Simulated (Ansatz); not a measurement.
Computed with DFT PBE, scalar-relativistic, plane waves, PAW, and for the lanthanide a 4f-in-core norm-conserving potential (Ansatz 0.2.0). All cells share a 690 eV cutoff and Γ-centred k meshes spaced at most about 0.3 Å⁻¹ (about 0.25 or finer for metals, 2π included). No spin polarisation in the final relaxations.

Each of these unrelaxed guesses is relaxed in cell and atoms within its symmetry. A guess keeps its type if space group and coordination stay and the shape of the cell changes little (axis ratios within about 15 %, angles within 6°); the volume may change.

1. HoF2

```cif
data_structure
_symmetry_space_group_name_H-M 'I4/mcm'
_symmetry_Int_Tables_number 140
_cell_length_a 6.7844
_cell_length_b 6.7844
_cell_length_c 5.5482
_cell_angle_alpha 90.000
_cell_angle_beta 90.000
_cell_angle_gamma 90.000
_cell_volume 255.37
loop_
_atom_site_label
_atom_site_type_symbol
_atom_site_symmetry_multiplicity
_atom_site_Wyckoff_symbol
_atom_site_fract_x
_atom_site_fract_y
_atom_site_fract_z
_atom_site_occupancy
Ho1 Ho 4 a 0.00000 0.00000 0.25000 1
F1 F 8 h 0.33381 0.16619 0.50000 1
```

2. HoZnO2

```cif
data_structure
_symmetry_space_group_name_H-M 'P4/mmm'
_symmetry_Int_Tables_number 123
_cell_length_a 3.4163
_cell_length_b 3.4163
_cell_length_c 4.6801
_cell_angle_alpha 90.000
_cell_angle_beta 90.000
_cell_angle_gamma 90.000
_cell_volume 54.62
loop_
_atom_site_label
_atom_site_type_symbol
_atom_site_symmetry_multiplicity
_atom_site_Wyckoff_symbol
_atom_site_fract_x
_atom_site_fract_y
_atom_site_fract_z
_atom_site_occupancy
Ho1 Ho 1 d 0.50000 0.50000 0.50000 1
Zn1 Zn 1 a 0.00000 0.00000 0.00000 1
O1 O 1 b 0.00000 0.00000 0.50000 1
O2 O 1 c 0.50000 0.50000 0.00000 1
```

3. HoZnO2

```cif
data_structure
_symmetry_space_group_name_H-M 'Amm2'
_symmetry_Int_Tables_number 38
_cell_length_a 3.5365
_cell_length_b 4.4691
_cell_length_c 5.8904
_cell_angle_alpha 90.000
_cell_angle_beta 90.000
_cell_angle_gamma 90.000
_cell_volume 93.10
loop_
_atom_site_label
_atom_site_type_symbol
_atom_site_symmetry_multiplicity
_atom_site_Wyckoff_symbol
_atom_site_fract_x
_atom_site_fract_y
_atom_site_fract_z
_atom_site_occupancy
Ho1 Ho 2 a 0.00000 0.50000 0.50820 1
Zn1 Zn 2 b 0.50000 0.50000 0.10823 1
O1 O 4 e 0.50000 0.65579 0.79928 1
```

Q: Which guesses survive the relaxation?

A: Guess 2 keeps its type.

```tsv
guess	kept	start group	end group	V start (Å³/atom)	V end	b/a and c/a, end over start	nearest neighbours start	nearest neighbours end
1	no	I4/mcm	P4/mmm	21.3	14.1	-	F 7, Ho 10	F 8, Ho 8
2	yes	P4/mmm	P4/mmm	13.7	13.0	1.00, 1.00	Ho 6, O 6, Zn 6	Ho 6, O 6, Zn 6
3	no	Amm2	P4/mmm	11.6	12.4	-	Ho 12, O 1, Zn 4	Ho 8, O 2, Zn 4
```

Neighbours count within 15 % of an atom's shortest distance; end groups are read at 0.02 Å (0.05 Å in metals).

In HoF2 P4/mmm, HoZnO2 P4/mmm at 13.0 Å³/atom, HoZnO2 P4/mmm at 12.4 Å³/atom an odd number of valence electrons (the lanthanide is held trivalent, its 4f shell in the core) allows no gap without spin; another valence of the lanthanide, a larger cell or a magnetic state could open one. Cells relaxed within their symmetry can be saddle points.

The lanthanide is trivalent by construction, without f bands, f moments or other valences.
